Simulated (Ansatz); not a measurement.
Notes on GaIr

```
CELL_PARAMETERS angstrom
3.81785 0.00000 0.00000
1.90893 -4.84351 0.00000
0.00000 0.00000 -3.69730
ATOMIC_POSITIONS crystal
Ir 0.13800 0.72400 0.75000
Ir 0.86200 0.27600 0.25000
Ga 0.41700 0.16600 0.75000
Ga 0.58300 0.83400 0.25000
```

Single point in Ansatz 0.2.0 with r2SCAN, with U_eff = 1.58 eV on Ir d (all-electron-ortho-atomic projectors), no spin polarisation. Cutoff 500 eV, PAW datasets, 7×7×7 Γ-centred k mesh, gaussian filling (width 0.0139 eV).

- Forces: The largest is on Ga3 (and as large on other atoms): 2.10 eV/Å, components (0.00, -2.10, 0.00). It makes 131° with the line to a nearest neighbour, Ga4 at 2.45 Å.
- Stress: The pressure is -21.9 GPa (compression positive), so with the atoms held at these fractions the cell would first shrink; the forces are large, so a full relaxation may end otherwise. The principal stresses -27.3, -27.3, -11.0 GPa differ, so its shape would change too.
- Charges: Bader charges in e: Ga +0.56, Ir -0.56. In the mean Ga gives up most and Ir takes most.
- Contacts: Ga–Ga at 2.45 Å: least valence density 0.33 e/Å³ and ELF 0.35 there. Ir–Ga at 2.70 Å: least valence density 0.32 e/Å³ and ELF 0.39 there. These are pseudo-fields; inside the PAW spheres they differ from the all-electron ones.
- Electronic structure: It is a metal, with about 1.4 states/eV a cell as the mean within 0.25 eV of the Fermi level, mostly Ir d (78 %) and Ga p (14 %).

Origin: a known structure type with other elements, at an estimated volume, so it need not be a known compound. Caveats: a Hubbard term without moments, so a magnetic state may lie lower; atoms or cell far from equilibrium.
